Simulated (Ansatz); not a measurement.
Zone-centre phonons of Ti2O at 2 GPa: input and output

These are results of DFT PBEsol, scalar-relativistic, plane waves, PAW in Ansatz, not measurements.

Launched with:
```bash
ansatz run input.yaml --threads 1 --pin off --max-ram 3072MiB --backend cpu --events-out ev --progress --plain --runs-dir out
```

Input (bare energies are in eV):
```yaml
crystal:
  lattice:
    - [2.9427338192, 0.0, 0.0]
    - [-1.4713669096, 2.548482244, 0.0]
    - [0.0, 0.0, 4.7156920128]
  atoms:
    - { symbol: Ti, position: [0.6666666667, 0.3333333333, 0.2625513616] }
    - { symbol: Ti, position: [0.3333333333, 0.6666666667, 0.7374486384] }
    - { symbol: O, position: [0.0, 0.0, 0.0] }
basis:
  ecutwfc: 420
kpoints:
  mp_grid: { grid: [18, 18, 10] }
hamiltonian:
  xc: pbesol
scf:
  occupations: { method: fermi_dirac, width: 0.15 }
output:
  eigenvalues: true
phonons:
  method: dfpt
  eigenvectors: true
```

Results section of the output:
```
--- Phonons (Γ-DFPT): 4 representative perturbations + reference, on 866 of 3240 k-points (Σ response iterations 13) ---
  k mesh reduced under 2 symmetry operations, with k and −k counted as one. Each operation leaves every solved perturbation unchanged. A smaller set is not used because it would not reduce the number of displacements ...
  ASR residual: 1.165e-3 → 0.000e0 eV/Å²; symmetrization residual: 1.550e-5 eV/Å²
  ASR residual per site (eV/Å²): 1.17e-3 1.17e-3 1.03e-4
  Γ frequencies (cm⁻¹): 0.00 0.00 0.00 162.81 162.81 304.21 451.49 451.49 512.48
  non-analytic LO–TO correction: not included (Born effective charges unavailable; polar crystals: no LO–TO splitting at Γ)
```

The run took 5.6 min on 1 thread of Arm Neoverse V2, with other jobs on the host, peak memory 2 GiB.

In a metal, frequencies and elastic constants depend on the k mesh and the smearing, soft modes and shear constants most. Spin polarisation was left out, and a magnetic state may lie lower. A semilocal functional can close a gap that the real compound has.